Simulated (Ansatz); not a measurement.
Input:

BeS:
```cif
data_Be3S3
_chemical_formula_sum 'Be3 S3'
_space_group_name_H-M_alt 'P 1'
_space_group_IT_number 1
_cell_length_a 3.43687
_cell_length_b 3.43687
_cell_length_c 7.80468
_cell_angle_alpha 90.000
_cell_angle_beta 90.000
_cell_angle_gamma 120.000
loop_
_space_group_symop_operation_xyz
  'x, y, z'
loop_
_atom_site_label
_atom_site_type_symbol
_atom_site_fract_x
_atom_site_fract_y
_atom_site_fract_z
_atom_site_occupancy
Be1 Be 0.50000 0.00000 0.00000 1
Be2 Be 0.00000 0.50000 0.33333 1
Be3 Be 0.50000 0.50000 0.66667 1
S1 S 0.50000 0.00000 0.50000 1
S2 S 0.00000 0.50000 0.83333 1
S3 S 0.50000 0.50000 0.16667 1
```

This is the r²SCAN+D4-relaxed structure.

Question: All from plane-wave PAW r²SCAN+D4 (Ansatz code), unless another level is named. Give the electron effective mass.

Answer: 0.29, 0.44, 0.55 mₑ (principal values).

Question: Predict the band gap.

Answer: 3.15 eV (indirect).

Question: Next, the formation energy from the elements (no fitted shifts)?

Answer: -0.92 eV/atom.

Question: Predict the HSE06 gap on the r²SCAN+D4 cell.

Answer: 3.57 eV.

Question: What about the weight of the valence-edge state by species (Voronoi cells)?

Answer: S 77 %, Be 23 %.

Question: And the weight of the conduction-edge state by species (Voronoi cells)?

Answer: Be 57 %, S 43 %.

Space group P6_422. The start of the workflow was typed in or built on a structure type; neither database checked (COD, Materials Project) lists it. COD files the formula under space group No. 216, so this cell is another polymorph or a model. Whether it is the stable phase at ambient conditions was not checked. The cell was relaxed with r²SCAN+D4 under the symmetry of its start; its stability against distortions is not shown here. The references are the lowest solids computed at this level, not always the standard phases.

Potentials: the earlier of the program's two PAW sets.
